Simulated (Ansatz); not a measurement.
## EuMn2Sb2 in Ansatz, relaxation

Run with:

```bash
ansatz run input.yaml --threads 2 --pin off --max-ram 4096MiB --backend cpu --events-out ev --progress --plain --runs-dir out
```

input.yaml:

```yaml
crystal:
  lattice:
    - [4.414865, 0.074028, -0.042452]
    - [-2.143322, 3.743596, 0.102181]
    - [-0.071155, 0.156685, 7.426504]
  atoms:
    - { symbol: Sb, position: [0.345093, 0.653833, 0.250612] }
    - { symbol: Sb, position: [0.732384, 0.386334, 0.739911] }
    - { symbol: Mn, position: [0.275163, 0.640673, 0.594451], spin: 4.5 }
    - { symbol: Mn, position: [0.59805, 0.308205, 0.367509], spin: 4.5 }
    - { symbol: Eu, position: [0.993538, 0.013199, 0.002478], spin: 7.0 }
kpoints:
  mp_grid: { grid: [5, 5, 3], shift: [0.0, 0.5, 0.0] }
magnetization:
  spin_polarized: true
scf:
  occupations: { method: fermi_dirac }
  lower_state_search: "off"
hamiltonian:
  pseudopotentials: { kind: paw }
  xc: pbe
  hubbard:
    projectors: all-electron-ortho-atomic
    sites:
      - { l: d, u_eff: 2.57, site: 2 }
      - { l: d, u_eff: 2.57, site: 3 }
      - { l: f, u_eff: 2.54, site: 4 }
basis:
  ecutwfc: 420
  fft_grid_basis: typed
relax:
  max_steps: 40
  cell: { p_target: 0.0 }
output:
  forces: true
  stress: true
  eigenvalues: true
  populations: true
  elf: true
  write_potential: true
  volumetric_format: npy
  dos:
    e_range: [-12, 8]
    de: 0.05
    projected: { site_lists: { Eu: [Eu], Mn: [Mn], Sb: [Sb] } }
  write_density: true
  bader: false
checkpoint:
  read: saved_state
```

Origin of the cell: a strained cell with displaced atoms, so it need not be a known compound.

The smearing width isn't typed, so it takes its default of 0.1 eV.

The saved state is a converged single point of the same cell. Its moments changed on the way.

Output (shortened):

```
SCF iter   1: F=—  HF=-29530.804244 eV  Δρ=5.53e-3  dr2=4.78e-3  dr2_m=3.06e-2  M=6.975 μB ∫|m|=16.154 μB
SCF iter   2: F=—  HF=-29531.042430 eV  Δρ=3.72e-3  dr2=5.90e-4  dr2_m=1.48e-2  M=6.979 μB ∫|m|=16.174 μB
SCF iter   3: F=—  HF=-29531.190338 eV  Δρ=2.62e-3  dr2=3.79e-4  dr2_m=7.29e-3  M=6.979 μB ∫|m|=16.174 μB
SCF iter   4: F=—  HF=-29531.274303 eV  Δρ=1.83e-3  dr2=2.25e-4  dr2_m=3.60e-3  M=6.979 μB ∫|m|=16.175 μB
SCF iter   5: F=—  HF=-29531.319646 eV  Δρ=1.26e-3  dr2=5.73e-5  dr2_m=1.78e-3  M=6.979 μB ∫|m|=16.175 μB
SCF iter   6: F=—  HF=-29531.343029 eV  Δρ=8.83e-4  dr2=2.69e-5  dr2_m=8.82e-4  M=6.979 μB ∫|m|=16.176 μB
SCF iter   7: F=—  HF=-29531.354967 eV  Δρ=6.23e-4  dr2=2.73e-5  dr2_m=4.38e-4  M=6.979 μB ∫|m|=16.176 μB
SCF iter   8: F=—  HF=-29531.367289 eV  Δρ=6.61e-5  dr2=8.88e-6  dr2_m=1.23e-6  M=6.979 μB ∫|m|=16.178 μB
SCF iter   9: F=—  HF=-29531.367294 eV  Δρ=5.46e-5  dr2=1.10e-5  dr2_m=8.01e-7  M=6.979 μB ∫|m|=16.179 μB
SCF iter  10: F=—  HF=-29531.367296 eV  Δρ=1.36e-5  dr2=1.37e-6  dr2_m=4.40e-8  M=6.979 μB ∫|m|=16.178 μB
SCF iter  11: F=—  HF=-29531.367296 eV  Δρ=1.12e-5  dr2=3.98e-7  dr2_m=1.42e-8  M=6.979 μB ∫|m|=16.178 μB
SCF iter  12: F=—  HF=-29531.367296 eV  Δρ=4.97e-6  dr2=1.02e-7  dr2_m=1.20e-8  M=6.979 μB ∫|m|=16.178 μB
SCF iter  13: F=-29531.367296 eV  HF=-29531.367296 eV  Δρ=2.15e-6  dr2=3.82e-8  dr2_m=7.98e-10  M=6.979 μB ∫|m|=16.178 μB
relax step   1: F+E_penalty+E_count = -29531.367296 eV  Δ(F+E_penalty+E_count) = +0.000e0 eV  max|allowed force component| = 3.499e0 eV/Å  Δτ_max = 0.0000 Å  P = +11.609 GPa  Ω = 123.851 Å³ […]
relax step   2: F+E_penalty+E_count = -29532.848063 eV  Δ(F+E_penalty+E_count) = -1.481e0 eV  max|allowed force component| = 7.075e-1 eV/Å  Δτ_max = 0.1948 Å  P = +3.657 GPa  Ω = 133.004 Å³ […]
relax step   3: F+E_penalty+E_count = -29533.049514 eV  Δ(F+E_penalty+E_count) = -2.015e-1 eV  max|allowed force component| = 3.052e-1 eV/Å  Δτ_max = 0.0959 Å  P = -0.625 GPa  Ω = 144.645 Å³ […]
relax step   4: F+E_penalty+E_count = -29533.101068 eV  Δ(F+E_penalty+E_count) = -5.155e-2 eV  max|allowed force component| = 3.040e-2 eV/Å  Δτ_max = 0.0668 Å  P = +0.133 GPa  Ω = 141.764 Å³ […]
relax step   5: F+E_penalty+E_count = -29533.102364 eV  Δ(F+E_penalty+E_count) = -1.296e-3 eV  max|allowed force component| = 3.304e-2 eV/Å  Δτ_max = 0.0129 Å  P = +0.081 GPa  Ω = 141.793 Å³ […]
relax step   6: F+E_penalty+E_count = -29533.102596 eV  Δ(F+E_penalty+E_count) = -2.317e-4 eV  max|allowed force component| = 6.293e-3 eV/Å  Δτ_max = 0.0050 Å  P = +0.003 GPa  Ω = 142.101 Å³ […]
relax step   7: F+E_penalty+E_count = -29533.109808 eV  Δ(F+E_penalty+E_count) = -7.212e-3 eV  max|allowed force component| = 6.468e-3 eV/Å  Δτ_max = 0.0000 Å  P = +0.034 GPa  Ω = 142.101 Å³  stress off target by 9.11e-2 GPa […]
relax step   8: F+E_penalty+E_count = -29533.109814 eV  Δ(F+E_penalty+E_count) = -6.192e-6 eV  max|allowed force component| = 5.205e-3 eV/Å  Δτ_max = 0.0015 Å  P = -0.002 GPa  Ω = 142.223 Å³ […]
relax step   9: F+E_penalty+E_count = -29533.109850 eV  Δ(F+E_penalty+E_count) = -3.601e-5 eV  max|allowed force component| = 5.193e-3 eV/Å  Δτ_max = 0.0000 Å  P = -0.002 GPa  Ω = 142.223 Å³  stress off target by 9.22e-3 GPa […]
the starting moments were not kept: 1 of 3 ended reversed and 2 kept their direction, counting a site from 0.1 of the cell's largest site moment. The largest reversed, site 3 (counted from 0, […]
SCF 9 converged in 7 iterations: F = -29533.109850 eV  dr2 = 1.47e-11
basis re-selected at this cell: Δ(F+E_penalty+E_count) = -3.601e-5 eV, ΔP = -0.000 GPa vs the last step (what re-selecting the basis moved, of the pressure what is left beyond the Pulay corre […]
SCF converged after 7 iterations
Magnetization: 6.9974 μB (41.9987 up, 35.0013 down)
Absolute magnetization: 16.6683 μB (∫|ρ↑−ρ↓|, with the PAW one-centre terms)
Spin contamination: 4.8915 ħ² per cell (⟨S²⟩ above its minimum at these occupations)
Per-site moments (μB) at R_I (Å): [(-0.009186, 1.151022), (-0.033739, 1.154626), (4.381221, 1.151022), (-4.400731, 1.154626), (6.906479, 1.366823)]
Free energy (F): -29533.109850 eV
Harris-Foulkes:  -29533.109850 eV  (|F-HF|=7.28e-12)
Internal energy: -29533.100097 eV  (E = F + TS)
E sigma→0 (E₀):  -29533.104974 eV
Entropy (-TS):   -0.009753 eV (-1.951 meV/atom)
Fermi energy:    9.794333 eV
--- Per-component energies (eV) ---
  E_band       = -1036.970330
  E_kinetic    = 1359.722228
  E_local      = -10428.173096  (includes V_loc(G=0)·N_el)
  E_nonlocal   = 1707.929061
  E_hartree    = 4428.472057
  E_xc         = -674.642094
  E_vxc        = -677.345814  (∫ρ·V_xc dr)
  E_hubbard    = 1.160578  (on-site DFT+U / exact-exchange correction)
  E_vhub       = -20.274085  (the Hubbard potential's part of the band-sum identity)
  E_paw        = -18156.724329  (= ΣΔE_a)
  E_vpaw       = -1835.772709  (= ΣTr[D̂ρ^β])
  E_aug_tail   = -0.000022  (compensation charges beyond the density's cutoff)
  E_ewald      = -7770.844480
  E_smearing   = -0.009753  (= −TS)
  Σ components = -29533.109850   (vs F -29533.109850, Δ=0.00e0)
--- Forces (eV/Å), atoms counted from 1 ---
  atom   1  Sb    -0.000052    -0.000403     0.000065
  atom   2  Sb     0.000297     0.000258    -0.001238
  atom   3  Mn    -0.000060    -0.000082     0.002438
  atom   4  Mn     0.000084     0.000204     0.003928
  atom   5  Eu    -0.000269     0.000023    -0.005193
  max |Σ_I F_I| component: 6.17e-7 eV/Å
--- Stress (GPa, compression-positive) ---
       -0.001442      -0.003352       0.000018
       -0.003352       0.005086      -0.001245
        0.000018      -0.001245      -0.009097
  P = ⅓ Tr σ = -0.0018 GPa (-0.018 kbar)
Occupation matrices written to <dir>
--- Relaxed structure (7 steps of the walk, 7 accepted, 2 SCFs on fresh bases) ---
  F+E_penalty+E_count = -29533.109850 eV   max|allowed force component| = 5.193e-3 eV/Å   (the final SCF, on the basis selected at the relaxed cell)
  cell:  # Å, volume = 142.2226 Å³
    - [4.637919, 0.000222, 0.000462]
    - [-2.318596, 4.007064, 0.000545]
    - [-0.000443, 0.003733, 7.652570]
  atoms:
    - { symbol: Sb, position: [0.322169, 0.667079, 0.247984] }
    - { symbol: Sb, position: [0.655487, 0.333765, 0.734041] }
    - { symbol: Mn, position: [0.321984, 0.666786, 0.612614] }
    - { symbol: Mn, position: [0.655737, 0.334188, 0.368270] }
    - { symbol: Eu, position: [0.988850, 0.000425, -0.007947] }
--- Löwdin populations: 5 sites ---
  site symbol       q [e]    m [muB]
     0     Sb     15.8222    -0.0571
     1     Sb     15.8280    -0.0344
     2     Mn     14.0138     4.6185
     3     Mn     14.0108    -4.6309
     4     Eu     16.9753     7.0948
  spilling = 0.004544 (of n_electrons = 77.000000)
```

The starting structure.

Space group P1 (No. 1); the run's cell has a = 4.416 Å, b = 4.315 Å, c = 7.428 Å, α = 87.32°, β = 91.08°, γ = 118.84°. Shortest distances: Mn–Sb 2.36 Å, Mn–Mn 2.97 Å, Eu–Sb 3.02 Å, Eu–Mn 3.59 Å.

The relaxed structure.

Space group Cm (No. 8); the run's cell has a = 4.638 Å, b = 4.630 Å, c = 7.653 Å, α = 89.97°, β = 90.00°, γ = 120.05°. Shortest distances: Mn–Sb 2.79 Å, Mn–Mn 3.26 Å, Eu–Sb 3.31 Å.

| Property | Result |
| --- | --- |
| Free energy lowered by | 348.5 meV/atom |
| Volume change | 14.83 % |
| Final pressure | 0.00 GPa |
| Relaxation steps listed | 9 |
| Site moments at the end (small spheres, which read low) | Mn3 +4.4, Mn4 -4.4, Eu5 +6.9 μB |
| Total moment | 7.00 μB |

Caveats: a starting moment was lost; no spin-orbit coupling, though heavy elements are present; the magnetic state was chosen at the start cell and may not be the lowest after relaxing.

It ran for 3.7 min on 2 threads of Intel(R) Xeon(R) 6975P-C (Granite Rapids), with other jobs on the host, peak memory 0.96 GiB, from a saved density.
